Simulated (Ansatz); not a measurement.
NbB2 (MoSi2 or CaC2 type, space group No. 139) at seven volumes, DFT-PBE in the program Ansatz with PAW potentials, shape and atoms relaxed at each. One row is withheld.

```json
[
 {"V (Å³/atom)": "9.921", "P (GPa)": "22.90"},
 {"V (Å³/atom)": "10.248", "P (GPa)": "14.08"},
 {"V (Å³/atom)": "10.575", "P (GPa)": "6.50"},
 {"V (Å³/atom)": "10.902", "P (GPa)": "-0.02"},
 {"V (Å³/atom)": "11.229", "P (GPa)": "?"},
 {"V (Å³/atom)": "11.556", "P (GPa)": "-10.38"},
 {"V (Å³/atom)": "11.883", "P (GPa)": "-14.47"}
]
```

Task: Fit the shown pressures and predict the withheld one.

Result: P = (3/2)B₀(x^(7/2) − x^(5/2))[1 + (3/4)(B′ − 4)(x − 1)] with x = (V₀/V)^(2/3). Least squares on the six rows gives V₀ = 10.902 Å³/atom, B₀ = 200 GPa, B′ = 4.09. At V = 11.229, x = 0.9805 and P = -5.56 GPa. The run itself gave -5.60 GPa.

Space group I4/mmm (MoSi2 or CaC2 type). A made-up cell: these elements were put on the sites of a structure type; neither database checked (COD, Materials Project) lists it. COD files the formula under space group No. 191, so this cell is another polymorph or a model. Whether it is the stable phase at ambient conditions was not checked. Symmetry was held in the PBE relaxation; whether a distortion lowers the energy is not shown. The run is not spin-polarised.

Potentials: the earlier of the program's two PAW sets.
